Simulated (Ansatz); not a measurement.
A relaxation computed with Ansatz, from input to last step.

```yaml
crystal:
  lattice:
    - [-1.8685913439, 1.8685913439, 4.5838881405]
    - [1.8685913439, -1.8685913439, 4.5838881405]
    - [1.8685913439, 1.8685913439, -4.5838881405]
  atoms:
    - { symbol: Ba, position: [0.0, 0.0, 0.0] }
    - { symbol: Re, position: [0.665, 0.665, 0.0] }
    - { symbol: Re, position: [0.335, 0.335, 0.0] }
basis:
  ecutwfc: 420
kpoints:
  mp_grid: { grid: [6, 6, 6] }
hamiltonian:
  xc: pbe
scf:
  occupations: { method: gaussian, width: 0.1 }
  lower_state_search: "off"
output:
  forces: true
  stress: true
  eigenvalues: true
relax:
  adjacent_minimum: "off"
  f_tol: 0.04
  max_steps: 70
  cell: { stress_tol: 0.4 }
```

```bash
ansatz run input.yaml --threads 1 --pin off --max-ram 2560MiB --backend cpu --events-out ev --progress --plain --runs-dir out
```

Level of theory: DFT PBE, scalar-relativistic, plane waves, PAW (Ansatz).

Of 16 frames 10 are shown, positions in Å and forces in eV/Å; the SCF threshold varies from step to step. Steps run on the plane waves of an earlier cell, with a Pulay correction in the pressure. The basis is chosen afresh for the last frame, the zero of the energies, and at times for earlier ones too; energy and pressure step there, also at an unchanged geometry. Here that happened at step 12 (-49 meV/atom, 2.6 GPa); the frames before carry an error of that size.

```xyz
3
Lattice="-1.8686 1.8686 4.5839 1.8686 -1.8686 4.5839 1.8686 1.8686 -4.5839" Properties=species:S:1:pos:R:3:forces:R:3 pbc="T T T" step=1 free_energy_over_end_meV_per_atom=1336.25 pressure_GPa=-5.48
Ba    0.0000    0.0000    0.0000    0.0000    0.0000    0.0000
Re    0.0000    0.0000    6.0966    0.0000    0.0000    1.6593
Re    0.0000    0.0000    3.0712    0.0000    0.0000   -1.6593
3
Lattice="-1.7784 1.7784 4.6768 1.7784 -1.7784 4.6768 1.7784 1.7784 -4.6768" Properties=species:S:1:pos:R:3:forces:R:3 pbc="T T T" step=3 free_energy_over_end_meV_per_atom=886.97 pressure_GPa=17.48
Ba    0.0000    0.0000    0.0000    0.0000    0.0000    0.0000
Re    0.0000    0.0000    6.6181    0.0000    0.0000    0.4113
Re    0.0000    0.0000    2.7355    0.0000    0.0000   -0.4113
3
Lattice="-1.7905 1.7905 4.9003 1.7905 -1.7905 4.9003 1.7905 1.7905 -4.9003" Properties=species:S:1:pos:R:3:forces:R:3 pbc="T T T" step=4 free_energy_over_end_meV_per_atom=619.37 pressure_GPa=13.05
Ba    0.0000    0.0000    0.0000    0.0000    0.0000    0.0000
Re    0.0000    0.0000    7.0459    0.0000    0.0000    0.4855
Re    0.0000    0.0000    2.7547    0.0000    0.0000   -0.4855
3
Lattice="-1.7894 1.7894 5.3470 1.7894 -1.7894 5.3470 1.7894 1.7894 -5.3470" Properties=species:S:1:pos:R:3:forces:R:3 pbc="T T T" step=6 free_energy_over_end_meV_per_atom=240.44 pressure_GPa=5.84
Ba    0.0000    0.0000    0.0000    0.0000    0.0000    0.0000
Re    0.0000    0.0000    7.8023    0.0000    0.0000   -0.4645
Re    0.0000    0.0000    2.8918    0.0000    0.0000    0.4645
3
Lattice="-1.7626 1.7626 5.8020 1.7626 -1.7626 5.8020 1.7626 1.7626 -5.8020" Properties=species:S:1:pos:R:3:forces:R:3 pbc="T T T" step=8 free_energy_over_end_meV_per_atom=74.01 pressure_GPa=0.12
Ba    0.0000    0.0000    0.0000    0.0000    0.0000    0.0000
Re    0.0000    0.0000    8.4845    0.0000    0.0000   -0.4367
Re    0.0000    0.0000    3.1194    0.0000    0.0000    0.4367
3
Lattice="-1.7585 1.7585 5.8601 1.7585 -1.7585 5.8601 1.7585 1.7585 -5.8601" Properties=species:S:1:pos:R:3:forces:R:3 pbc="T T T" step=9 free_energy_over_end_meV_per_atom=70.52 pressure_GPa=-1.26
Ba    0.0000    0.0000    0.0000    0.0000    0.0000    0.0000
Re    0.0000    0.0000    8.5468    0.0000    0.0000    0.1792
Re    0.0000    0.0000    3.1735    0.0000    0.0000   -0.1792
3
Lattice="-1.7542 1.7542 5.8435 1.7542 -1.7542 5.8435 1.7542 1.7542 -5.8435" Properties=species:S:1:pos:R:3:forces:R:3 pbc="T T T" step=11 free_energy_over_end_meV_per_atom=69.43 pressure_GPa=0.00
Ba    0.0000    0.0000    0.0000    0.0000    0.0000    0.0000
Re    0.0000    0.0000    8.5273    0.0000    0.0000   -0.0013
Re    0.0000    0.0000    3.1596    0.0000    0.0000    0.0013
3
Lattice="-1.7516 1.7516 5.9837 1.7516 -1.7516 5.9837 1.7516 1.7516 -5.9837" Properties=species:S:1:pos:R:3:forces:R:3 pbc="T T T" step=13 free_energy_over_end_meV_per_atom=3.63 pressure_GPa=1.09
Ba    0.0000    0.0000    0.0000    0.0000    0.0000    0.0000
Re    0.0000    0.0000    8.7381    0.0000    0.0000   -0.0610
Re    0.0000    0.0000    3.2292    0.0000    0.0000    0.0610
3
Lattice="-1.7464 1.7464 6.1680 1.7464 -1.7464 6.1680 1.7464 1.7464 -6.1680" Properties=species:S:1:pos:R:3:forces:R:3 pbc="T T T" step=14 free_energy_over_end_meV_per_atom=3.06 pressure_GPa=-0.63
Ba    0.0000    0.0000    0.0000    0.0000    0.0000    0.0000
Re    0.0000    0.0000    8.9994    0.0000    0.0000    0.2006
Re    0.0000    0.0000    3.3365    0.0000    0.0000   -0.2006
3
Lattice="-1.7497 1.7497 6.0924 1.7497 -1.7497 6.0924 1.7497 1.7497 -6.0924" Properties=species:S:1:pos:R:3:forces:R:3 pbc="T T T" step=16 free_energy_over_end_meV_per_atom=0.00 pressure_GPa=-0.03
Ba    0.0000    0.0000    0.0000    0.0000    0.0000    0.0000
Re    0.0000    0.0000    8.8969    0.0000    0.0000   -0.0048
Re    0.0000    0.0000    3.2878    0.0000    0.0000    0.0048
```

The start puts this composition into another compound's structure type, which needn't suit it. At the end the space group is I4/mmm (tolerance 0.05 Å).

The run took 54 s on 1 thread of Arm Neoverse V1 (shared host), peak memory 0.36 GiB.

The k mesh is coarse. Spin–orbit coupling is left out, which can shift energies with elements as heavy as these.